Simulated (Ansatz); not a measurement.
Computed properties of MoP

MoP (CsCl type, space group No. 221), a = 2.9743 Å, b = 2.9743 Å, c = 2.9743 Å, α = 90.00°, β = 90.00°, γ = 90.00°.

Space group Pm-3m (No. 221), CsCl type; conventional cell a = 2.974 Å, b = 2.974 Å, c = 2.974 Å, α = 90.00°, β = 90.00°, γ = 90.00°.

Method: plane-wave PAW PBEsol (Ansatz code). Structure relaxed to zero pressure with the same functional. Other levels are named where they apply.

**Cell and energy**

```
Property                                                       Value
-----------------------------------------------------  -------------
Volume per atom                                             13.16 Å³
Density                                                   8.01 g/cm³
Formation energy from the elements (no fitted shifts)  -0.48 eV/atom
```

**Electronic structure**

```
Quantity                                                                     Value
------------------------------------  --------------------------------------------
Electronic character                                             metallic (no gap)
Density of states at the Fermi level  0.59 states/eV per atom (mean over ±0.08 eV)
Gap with spin–orbit coupling                                       none (metallic)
```

**Mechanics**

```
Item                                                                           Value
--------------------------------------------  --------------------------------------
Bulk modulus (Birch–Murnaghan fit)                                           255 GPa
Pressure derivative B′                                                           4.5
Elastic constants (relaxed ions, GPa)                C11 = 484, C12 = 141, C44 = 128
Mechanical stability                          stable (all eigenvalues of C positive)
Hill bulk and shear moduli                                           255 and 144 GPa
Young's modulus                                                              364 GPa
Poisson's ratio                                                                 0.26
Debye temperature from the elastic constants                                   595 K
```

**Phonons**

```
Property                                       Result
-----------------------------  ----------------------
Highest zone-centre frequency                214 cm⁻¹
Zone-centre stability          no imaginary mode at Γ
```

The cell is a constructed one: a structure type filled with these elements; neither database checked (COD, Materials Project) lists it. COD files the formula under space group No. 187. Whether it is the stable phase at ambient conditions was not checked. The PBEsol relaxation kept the symmetry of its start. The run is not spin-polarised. As this level gives no gap, shear constants depend on the k-mesh and smearing (Fermi–Dirac, 0.1 eV here). As this level gives no gap, phonon frequencies hold no LO–TO term and depend on the k-mesh and smearing (Fermi–Dirac, 0.1 eV here). The references are the lowest solids computed at this level, not always the standard phases. Scalar-relativistic: spin–orbit coupling is off unless named, which matters more the heavier the elements.

Potentials: the earlier of the program's two PAW sets. The files were generated under PBE; for other functionals the program regenerates the frozen cores, and for LDA and PBEsol the local potential too.
